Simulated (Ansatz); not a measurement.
An ordered 6-atom cell of B3AsN2 on the zincblende lattice (I-4m2) at its r2SCAN geometry, run in the plane-wave code Ansatz at 2 levels of theory. The calculation is spin-unpolarised, and the structure need not be a phase that has been made.

The r2SCAN input:
```yaml
crystal:
  lattice:
    - [-1.421040518, 1.421040518, 6.0669856882]
    - [1.421040518, -1.421040518, 6.0669856882]
    - [1.421040518, 1.421040518, -6.0669856882]
  atoms:
    - { symbol: "N", position: [0.1800670328, 0.1800670328, 0.0] }
    - { symbol: B, position: [0.75, 0.25, 0.5] }
    - { symbol: "N", position: [0.8199329672, 0.8199329672, 0.0] }
    - { symbol: B, position: [0.3902944863, 0.8902944863, 0.5] }
    - { symbol: As, position: [0.5, 0.5, 0.0] }
    - { symbol: B, position: [0.1097055137, 0.6097055137, 0.5] }
kpoints:
  mp_grid: { grid: [12, 12, 12] }
  band_path:
    path:
      - [0.0, 0.0, 0.0]
      - [0.0, 0.0, 0.5]
      - [0.25, 0.25, 0.25]
      - [0.0, 0.5, 0.0]
      - [0.5, 0.5, -0.5]
      - [0.263715353, 0.736284647, -0.263715353]
      - [-0.263715353, 0.263715353, 0.263715353]
      - [-0.027430706, 0.027430706, 0.5]
      - [0.5, 0.5, -0.027430706]
      - [0.278646, -0.278646, 0.278646]
    npoints: 1
hamiltonian:
  xc: r2scan
scf:
  occupations: { method: fixed }
  n_extra_bands: 5
output:
  forces: true
  stress: true
  eigenvalues: true
```

Main results, then, where recorded, the levels near the gap in eV from the Fermi energy (columns number the bands from 0), one row a point of the path (Γ, X, P, N, M, S, S₀, R, G, M–S (0.94)):
```
Crystal: 6 atoms, lattice volume = 49.006 Å³
Symmetry: 8 space group operations
Space group: I-4m2 (ITA 119)
```
```
Basis set: ecut = 500 eV, 1259 PW (Γ), FFT grids on a1+a3, a2+a3, a3
k-points: 163 of 1728 (time reversal used)
SCF converged after 7 iterations
Free energy (F): -6105.349734 eV
Fermi energy:    13.470794 eV
--- Forces (eV/Å), atoms counted from 1 ---
  atom   1  N       0.00000      0.00000    -0.00003
  atom   2  B       0.00000      0.00000      0.00000
  atom   3  N       0.00000      0.00000      0.00003
  atom   4  B       0.00000      0.00000    -0.00004
  atom   5  As      0.00000      0.00000      0.00000
  atom   6  B       0.00000      0.00000      0.00004
--- Stress (GPa, compression-positive) ---
        0.000472       0.000000       0.000000
        0.000000       0.000472       0.000000
        0.000000       0.000000      -0.000946
  P = ⅓ Tr σ =  0.0000 GPa ( 0.000 kbar)
```
```tsv
band_13	band_14	band_15	band_16	band_17	band_18	band_19
-5.670	-2.440	-0.077	-0.077	1.350	1.815	4.344
-7.948	-7.586	-6.572	-5.967	1.272	2.897	3.479
-7.657	-7.227	-6.767	-6.051	2.057	2.191	3.303
-6.004	-5.862	-4.018	-0.013	2.898	4.277	4.581
-4.697	-4.652	-0.691	-0.691	1.194	2.739	3.607
-5.798	-4.600	-4.408	0.000	2.846	3.834	5.049
-5.798	-4.600	-4.408	0.000	2.846	3.834	5.049
-7.831	-7.541	-6.611	-5.993	1.376	2.964	3.474
-7.831	-7.541	-6.611	-5.993	1.376	2.964	3.474
-5.695	-4.437	-4.151	0.006	2.746	3.619	5.191
```

The r2SCAN gap is indirect, 1.19 eV (M–S (0.94 of the way from M) to M), below the direct gap of 1.43 eV at Γ.

HSE06. Against the first input these blocks differ (the band path and keys that only write files left aside):
```yaml
kpoints:
  mp_grid: { grid: [8, 8, 8] }
hamiltonian:
  xc: hse06
```

```
Basis set: ecut = 420 eV, 977 PW (Γ), FFT grids on a1+a3, a2+a3, a3
k-points: 59 of 512 (time reversal used)
Exchange kernel: α = 0.2500, screened, ω = 0.2079 Å⁻¹, Wigner–Seitz truncation, v(0) = 1046.7080 eV·Å³, q-mesh 8×8×8
hybrid outer 1: dexx = +1.019e-2 eV, tail = 5.22e-5 eV
hybrid outer 2: dexx = +4.282e-7 eV, tail = 2.29e-8 eV, Δε = 1.92e-3 eV, ΔF = 2.23e-3 eV/Å
hybrid SCF converged: 2 outer / 12 inner (+5 warm-up)
Free energy (F): -6094.323347 eV
Fermi energy:    13.056667 eV
--- Forces (eV/Å), atoms counted from 1 ---
  atom   1  N       0.00000      0.00000    -0.06803
  atom   2  B       0.00000      0.00000      0.00000
  atom   3  N       0.00000      0.00000      0.06803
  atom   4  B       0.00000      0.00000    -0.21187
  atom   5  As      0.00000      0.00000      0.00000
  atom   6  B       0.00000      0.00000      0.21187
--- Stress (GPa, compression-positive) ---
       -3.252453       0.000000       0.000000
        0.000000      -3.252453       0.000000
        0.000000       0.000000      -2.361456
  P = ⅓ Tr σ = -2.9555 GPa (-29.555 kbar)
```
```tsv
band_13	band_14	band_15	band_16	band_17	band_18	band_19
-5.935	-2.537	-0.074	-0.074	1.891	2.501	5.052
-8.392	-7.862	-6.828	-6.158	1.787	3.526	4.083
-8.087	-7.514	-7.024	-6.237	2.552	2.793	3.928
-6.238	-6.139	-4.200	0.000	3.608	4.991	5.352
-4.889	-4.821	-0.682	-0.682	1.722	3.377	4.208
-6.075	-4.831	-4.571	0.013	3.543	4.580	5.806
-6.075	-4.831	-4.571	0.013	3.543	4.580	5.806
-8.266	-7.819	-6.868	-6.184	1.895	3.595	4.086
-8.266	-7.819	-6.868	-6.184	1.895	3.595	4.086
-5.969	-4.657	-4.311	0.019	3.442	4.360	5.958
```

With HSE06 the valence top lies at M–S (0.94 of the way from M) and the conduction bottom at M, 1.70 eV higher; the smallest vertical gap, at Γ, is 1.96 eV. The mean pressure at these positions is -3.0 GPa, compression counted positive. The stress of a hybrid is loosely converged here.

The hybrids run on coarser meshes, which limits their stresses and small splittings of levels.

Totals of different functionals can't be compared.

The runs are scalar-relativistic, without spin-orbit coupling.
